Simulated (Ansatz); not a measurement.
Bi:
```cif
data_Bi8
_chemical_formula_sum 'Bi8'
_space_group_name_H-M_alt 'Fd-3m :1'
_space_group_IT_number 227
_space_group_name_Hall 'F 4d 2 3 -1d'
_cell_length_a 7.16516
_cell_length_b 7.16516
_cell_length_c 7.16516
_cell_angle_alpha 90.000
_cell_angle_beta 90.000
_cell_angle_gamma 90.000
loop_
_atom_site_label
_atom_site_type_symbol
_atom_site_symmetry_multiplicity
_atom_site_Wyckoff_symbol
_atom_site_fract_x
_atom_site_fract_y
_atom_site_fract_z
_atom_site_occupancy
Bi1 Bi 8 b 0.50000 0.50000 0.50000 1
```
(The calculation used a cell of 2 atoms; values per cell refer to that cell.)

Relaxed with PBEsol.

### Question
Which orbitals make up the states near the Fermi level in PBEsol in the plane-wave PAW code Ansatz?

### Answer
Within 0.5 eV of the Fermi level: Bi 6p 85 %, Bi 6s 11 %. Projections are on Löwdin-orthogonalised atomic valence shells; empty p or d shells of many metals are not among them.

### Question
Tabulate the density of states.

### Answer
States/eV per cell of 2 atoms, in 0.25 eV bins, energy from the Fermi level.

| E (eV) | total | Bi 6p | Bi 6s |
|---|---|---|---|
| -7.85 | 0.10 | 0.00 | 0.10 |
| -7.60 | 0.00 | 0.00 | 0.00 |
| -7.35 | 0.00 | 0.00 | 0.00 |
| -7.10 | 0.00 | 0.00 | 0.00 |
| -6.85 | 0.00 | 0.00 | 0.00 |
| -6.60 | 0.00 | 0.00 | 0.00 |
| -6.35 | 0.00 | 0.00 | 0.00 |
| -6.10 | 0.00 | 0.00 | 0.00 |
| -5.85 | 0.00 | 0.00 | 0.00 |
| -5.60 | 0.00 | 0.00 | 0.00 |
| -5.35 | 0.00 | 0.00 | 0.00 |
| -5.10 | 0.00 | 0.00 | 0.00 |
| -4.85 | 0.00 | 0.00 | 0.00 |
| -4.60 | 0.00 | 0.00 | 0.00 |
| -4.35 | 0.00 | 0.00 | 0.00 |
| -4.10 | 0.00 | 0.00 | 0.00 |
| -3.85 | 0.00 | 0.00 | 0.00 |
| -3.60 | 0.45 | 0.44 | 0.00 |
| -3.35 | 2.78 | 2.74 | 0.02 |
| -3.10 | 2.41 | 2.36 | 0.03 |
| -2.85 | 2.80 | 2.76 | 0.03 |
| -2.60 | 2.49 | 2.45 | 0.03 |
| -2.35 | 2.20 | 2.17 | 0.02 |
| -2.10 | 1.65 | 1.63 | 0.01 |
| -1.85 | 0.94 | 0.92 | 0.01 |
| -1.60 | 0.76 | 0.72 | 0.03 |
| -1.35 | 0.92 | 0.85 | 0.06 |
| -1.10 | 1.08 | 0.98 | 0.09 |
| -0.85 | 1.21 | 1.07 | 0.12 |
| -0.60 | 1.45 | 1.26 | 0.16 |
| -0.35 | 2.07 | 1.76 | 0.25 |
| -0.10 | 0.99 | 0.84 | 0.12 |
| 0.15 | 0.77 | 0.66 | 0.08 |
| 0.40 | 0.71 | 0.62 | 0.06 |
| 0.65 | 0.86 | 0.75 | 0.07 |
| 0.90 | 1.16 | 1.03 | 0.08 |
| 1.15 | 1.39 | 1.23 | 0.09 |
| 1.40 | 1.62 | 1.45 | 0.09 |
| 1.65 | 1.90 | 1.71 | 0.08 |
| 1.90 | 1.20 | 1.12 | 0.02 |
| 2.15 | 1.17 | 1.09 | 0.01 |
| 2.40 | 1.33 | 1.22 | 0.01 |
| 2.65 | 2.03 | 1.75 | 0.02 |
| 2.90 | 2.97 | 2.35 | 0.04 |
| 3.15 | 3.06 | 2.45 | 0.06 |
| 3.40 | 1.67 | 1.37 | 0.03 |
| 3.65 | 1.04 | 0.86 | 0.02 |
| 3.90 | 0.64 | 0.51 | 0.01 |
| 4.15 | 0.38 | 0.28 | 0.00 |
| 4.40 | 0.19 | 0.09 | 0.00 |
| 4.65 | 0.24 | 0.00 | 0.00 |

The start of the workflow was typed in or built on a structure type; neither database checked (COD, Materials Project) lists it. It is not the phase usual at ambient conditions (space group No. 166). The cell was relaxed with PBEsol under the symmetry of its start. At this level the phase is mechanically unstable. Spin–orbit coupling is left out wherever it is not named.

Potentials: the later of the program's two PAW sets.
